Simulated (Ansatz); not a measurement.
Values for one crystal, relaxed and computed with PBE (plane waves, PAW; program Ansatz); other levels are named.

Volume per atom: 23.55 Å³
Band gap: 1.15 eV (direct)
Bulk modulus (Birch–Murnaghan fit): 56.7 GPa
Hole effective mass, band 1 of 3 at the edge: 0.63 along [100], 3.4 along [110], 1.4 along [111] (mₑ)
Electron effective mass: 0.090 mₑ (isotropic)
Gap with spin–orbit coupling: 1.02 eV
Electron effective mass with spin–orbit coupling: 0.088 mₑ (isotropic)

Question: Pick the material that matches.
A) GaN, zinc blende
B) BN, zinc blende
C) ZnO, wurtzite
D) ZnSe, zinc blende

Answer: D, ZnSe, zinc blende

Space group F-43m (zinc blende). The PBE relaxation kept the symmetry of its start. Scalar-relativistic: spin–orbit coupling is off unless named, which matters more the heavier the elements.

Potentials: the earlier of the program's two PAW sets.
